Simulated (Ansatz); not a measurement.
All numbers below come from DFT PBE, scalar-relativistic, plane waves, PAW, and for the lanthanide a 4f-in-core norm-conserving potential, in Ansatz. Settings: cutoff 690 eV, Γ-centred meshes spaced at most about 0.3 Å⁻¹ (2π included), Gaussian smearing. No spin polarisation in the final relaxations.

All energies are static (0 K, no zero-point motion). All come from trial cells, and lower structures may exist.

Task: Order these relaxed structures of CsSmF₄ by energy, lowest first, with the energy over the lowest of them.
1.

```
Cs Sm F
1.0
     3.99696    0.00000    0.00000
     0.00000    3.99696    0.00000
     0.00000    0.00000    7.05575
Cs Sm F
1 1 4
Cartesian
  1.9985 1.9985 3.5279
  0.0000 0.0000 0.0000
  1.9985 0.0000 5.7655
  0.0000 1.9985 1.2902
  1.9985 0.0000 1.2902
  0.0000 1.9985 5.7655
```

2.

```
Cs Sm F
1.0
     6.14671    0.00000    0.00000
     0.00000    6.14671    0.00000
     0.00000    0.00000    3.27030
Cs Sm F
1 1 4
Direct
  0.00000 0.00000 0.00000
  0.50000 0.50000 0.00000
  0.78230 0.50000 0.50000
  0.21770 0.50000 0.50000
  0.50000 0.78230 0.50000
  0.50000 0.21770 0.50000
```

Result: 1 (0 meV/atom), 2 (358 meV/atom). Forms: 1 P4/mmm; 2 P4/mmm. Counting F atoms around Cs and Sm (those within 1.25 times the shortest such distance or 1.15 times the sum of covalent radii, 1.27 where that leaves under three; the shortest distance is added where it exceeds 1.18 times the sum of covalent radii): cell 1 has Cs 8, Sm 8; cell 2 has Cs 16 from 3.7 Å, Sm 8.

Cells relaxed within their symmetry can be saddle points. Some structure types and database cells were kept out of the candidates from the start, so a known form may be missing.

The lanthanide is trivalent by construction, without f bands, f moments or other valences.
